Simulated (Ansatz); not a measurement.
HfB:
```xyz
2
Lattice="0.0000 2.4122 2.4122 2.4122 0.0000 2.4122 2.4122 2.4122 0.0000" Properties=species:S:1:pos:R:3 pbc="T T T"
Hf     2.4122     2.4122     2.4122
B      0.0000     0.0000     0.0000
```

Relaxed with r²SCAN.

Map the valence electron density (e/Å³), cut off at 6 on the plane through (0.500, 0.500, 0.500) spanned by u = [1, 0, 0] and v = [0, 1, -1] in lattice vectors, from r²SCAN in the plane-wave PAW code Ansatz.

x is the fraction of u, y of v (the angle between them is 90°; rows are the nearest grid lines); atoms in the plane: Hf at (0.00, 0.00), B at (0.50, 0.50).
```
y \ x   0.000  0.118  0.176  0.294  0.353  0.471  0.529  0.647  0.706  0.824  0.882   1.00
------  -----  -----  -----  -----  -----  -----  -----  -----  -----  -----  -----  -----
1.00     6.00   6.00   6.00  0.642  0.257  0.174  0.174  0.257  0.642   6.00   6.00   6.00
0.941    6.00   6.00   6.00  0.589  0.260  0.188  0.188  0.260  0.589   6.00   6.00   6.00
0.824    6.00   3.88   1.81  0.403  0.318  0.306  0.306  0.318  0.403   1.81   3.88   6.00
0.765    2.32   1.33  0.760  0.388  0.387  0.423  0.423  0.387  0.388  0.760   1.33   2.32
0.706   0.642  0.481  0.403  0.424  0.483  0.576  0.576  0.483  0.424  0.403  0.481  0.642
0.588   0.186  0.237  0.305  0.542  0.664  0.573  0.573  0.664  0.542  0.305  0.237  0.186
0.529   0.174  0.230  0.306  0.576  0.679  0.335  0.335  0.679  0.576  0.306  0.230  0.174
0.471   0.174  0.230  0.306  0.576  0.679  0.335  0.335  0.679  0.576  0.306  0.230  0.174
0.412   0.186  0.237  0.305  0.542  0.664  0.573  0.573  0.664  0.542  0.305  0.237  0.186
0.294   0.642  0.481  0.403  0.424  0.483  0.576  0.576  0.483  0.424  0.403  0.481  0.642
0.235    2.32   1.33  0.760  0.388  0.387  0.423  0.423  0.387  0.388  0.760   1.33   2.32
0.176    6.00   3.88   1.81  0.403  0.318  0.306  0.306  0.318  0.403   1.81   3.88   6.00
0.0588   6.00   6.00   6.00  0.589  0.260  0.188  0.188  0.260  0.589   6.00   6.00   6.00
0.000    6.00   6.00   6.00  0.642  0.257  0.174  0.174  0.257  0.642   6.00   6.00   6.00
```

The density is the valence pseudo-density with augmentation charge, so density and ELF within about 1 Å of a nucleus are not all-electron values.

Space group Fm-3m (rock salt). The workflow started from an entry of the Crystallography Open Database (COD). Whether it is the stable phase at ambient conditions was not checked. Symmetry was held in the r²SCAN relaxation; of distortions, only those at the zone centre were tested. No spin polarisation was allowed. Scalar-relativistic: spin–orbit coupling is off unless named, which matters more the heavier the elements.

Potentials: the later of the program's two PAW sets.
